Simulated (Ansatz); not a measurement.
This is a band-structure calculation with the plane-wave code Ansatz on an ordered 8-atom cell of InGa3P4 on the zincblende lattice (P-43m); the level of theory is PBE. The geometry is the r2SCAN minimum.

input.yaml:
```yaml
crystal:
  lattice:
    - [5.5664661521, 0.0, 0.0]
    - [0.0, 5.5664661521, 0.0]
    - [0.0, 0.0, 5.5664661521]
  atoms:
    - { symbol: Ga, position: [0.5, 0.0, 0.0] }
    - { symbol: P, position: [0.760224476, 0.239775524, 0.239775524] }
    - { symbol: Ga, position: [0.0, 0.5, 0.0] }
    - { symbol: P, position: [0.239775524, 0.760224476, 0.239775524] }
    - { symbol: Ga, position: [0.0, 0.0, 0.5] }
    - { symbol: P, position: [0.239775524, 0.239775524, 0.760224476] }
    - { symbol: In, position: [0.5, 0.5, 0.5] }
    - { symbol: P, position: [0.760224476, 0.760224476, 0.760224476] }
kpoints:
  mp_grid: { grid: [6, 6, 6] }
  band_path:
    path:
      - [[0.0, 0.0, 0.0], [-1.808152433337e-50, 0.5, -1.869956487984e-33], [0.5, 0.5, -1.304842915052e-33], [0.0, 0.0, 0.0], [0.5, 0.5, 0.5], [-1.808152433337e-50, 0.5, -1.869956487984e-33]]
      - [[0.5, 0.5, 0.5], [0.5, 0.5, -1.304842915052e-33]]
    npoints: 10
hamiltonian:
  xc: pbe
scf:
  occupations: { method: fermi_dirac, width: 0.02 }
  n_extra_bands: 6
output:
  forces: true
  stress: true
  eigenvalues: true
  write_density: true
  write_potential: true
  elf: true
  volumetric_format: npy
```

Command: `ansatz run input.yaml --threads 4 --pin off --max-ram 6451MiB --backend cpu --events-out ev --progress --plain --runs-dir out`. Wall time 13 s on 4 threads of Arm Neoverse V1, on a shared host; peak host memory 0.62 GiB.

Q: What will the output look like, and what does it show?

A: Output, abridged:
```
scf.n_extra_bands = 6 over 36 filled bands (N_el = 72.0): the run solves 42 bands
Pseudopotential: Ga, paw, valence charge 13, recommended cutoff 420 eV (normal)
Pseudopotential: P, paw, valence charge 5, recommended cutoff 420 eV (normal)
Pseudopotential: In, paw, valence charge 13, recommended cutoff 420 eV (normal)
Functional definition: PBE
Crystal: 8 atoms, lattice volume = 172.480 Å³
Basis set: ecut = 420 eV, 3407 PW (Γ)
Symmetry: 24 space group operations
Space group: P-43m (ITA 215)
k-points: 20 of 216 (time reversal used)
preconditioner: auto → Resta (q_TF=auto, 2.359 Å⁻¹)  ε∞=4.2  [insulator: Δε(μ)=1.197 eV  σ=0.020 eV  ℏωp=24.0 eV]
SCF 1 converged in 7 iterations: F = -19972.481372 eV  dr2 = 9.16e-9
NSCF: frozen V_eff on 62 k-points
Free energy (F): -19972.481372 eV
Fermi energy:    7.624000 eV
--- Per-component energies (eV) ---
  E_band       = -229.935930
  E_kinetic    = 871.762015
  E_local      = -8036.624308
  E_nonlocal   = 1778.301880
  E_hartree    = 3621.757496
  E_xc         = -668.437987
  E_vxc        = -516.313173
  E_paw        = -12400.983404
  E_vpaw       = -1570.574333
  E_ewald      = -5138.256768
--- Forces (eV/Å), atoms counted from 1 ---
  atom   1  Ga      0.00000      0.00000      0.00000
  atom   2  P     -0.00142      0.00142      0.00142
  atom   3  Ga      0.00000      0.00000      0.00000
  atom   4  P       0.00142    -0.00142      0.00142
  atom   5  Ga      0.00000      0.00000      0.00000
  atom   6  P       0.00142      0.00142    -0.00142
  atom   7  In      0.00000      0.00000      0.00000
  atom   8  P     -0.00142    -0.00142    -0.00142
--- Stress (GPa, compression-positive) ---
        2.218078       0.000000       0.000000
        0.000000       2.218078       0.000000
        0.000000       0.000000       2.218078
  P = ⅓ Tr σ = 2.2181 GPa (22.181 kbar)
```
Only the leading digits can be foreseen; the rest is this run's record.

Levels along the path, in eV from the valence top (v1 is the last filled band, c1 the first empty one):

| point | distance (1/Å) | v1 | c1 |
| --- | --- | --- | --- |
| Γ | 0.00 | 0.00 | 1.20 |
| · | 0.28 | -0.56 | 1.73 |
| X | 0.56 | -1.37 | 2.22 |
| · | 0.85 | -1.13 | 3.08 |
| M | 1.13 | -0.96 | 2.80 |
| · | 1.53 | -0.24 | 2.12 |
| Γ | 1.93 | 0.00 | 1.20 |
| · | 2.42 | -0.59 | 1.84 |
| R | 2.90 | -0.78 | 1.43 |
| · | 3.30 | -1.10 | 2.41 |
| X | 3.70 | -1.37 | 2.22 |
| R | 3.70 | -0.78 | 1.43 |
| · | 3.93 | -0.88 | 2.09 |
| · | 4.21 | -0.96 | 2.79 |
| M | 4.27 | -0.96 | 2.80 |

Planar averages along the third cell vector, from rho_z.tsv and v_z.tsv (valence density with its augmentation; electrostatic potential energy of an electron, of which only differences have a meaning):
```csv
z (Å),ρ (e/Å³),v_es (eV)
0.00,1.190,4.61
0.42,0.400,4.66
0.70,0.260,4.10
1.11,0.229,1.82
1.39,0.220,1.36
1.81,0.240,3.52
2.23,0.325,4.20
2.50,0.636,3.39
2.92,0.871,3.15
3.20,0.438,3.77
3.62,0.250,4.22
4.04,0.224,1.77
4.31,0.222,1.38
4.73,0.248,3.42
5.01,0.292,4.53
5.43,1.009,4.62
```

PBE gives a direct gap of 1.20 eV at Γ. Edges are sought over the mesh and the listed points. The mean pressure is +2.22 GPa (compression positive), so PBE would enlarge the cell's volume.

The cell comes from a prototype generator: it can be a known phase or a hypothetical one. Spin polarisation is off.

Spin-orbit coupling is left out.
